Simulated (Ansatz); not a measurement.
W2N in space group P4/mmm (No. 123; W on 1a, W on 1d, N on 1c), PBEsol in the plane-wave PAW code Ansatz, all energies at zero smearing, with the estimated change up to a 700 eV cutoff added, with one set of potentials and settings (totals compare only within such a set). Cell of 3 atoms (2 W, 1 N): -20894.064 eV.

| element | reference phase | E (eV/atom) |
|---|---|---|
| W | Im-3m, 1 atoms in the cell | -10257.5790 |
| N | Pa-3, 8 atoms in the cell | -378.4910 |

Formation energy per atom, worked out: (-20894.064 − 2×(-10257.5790) − 1×(-378.4910))/3 = -0.138 eV/atom (-13 kJ per mol of atoms), at 0 K, without zero-point energy or fitted corrections.

The cell is a constructed one: a structure type filled with these elements; neither database checked (COD, Materials Project) lists it. Whether it is the stable phase at ambient conditions was not checked. The cell was relaxed with PBEsol under the symmetry of its start; whether a distortion lowers the energy is not shown. The run is not spin-polarised. The references are the lowest solids computed at this level, not always the standard phases (solids in place of the gases). Scalar-relativistic: spin–orbit coupling is off unless named, which matters more the heavier the elements.

Potentials: the earlier of the program's two PAW sets. The files were generated under PBE; for other functionals the program regenerates the frozen cores, and for LDA and PBEsol the local potential too.
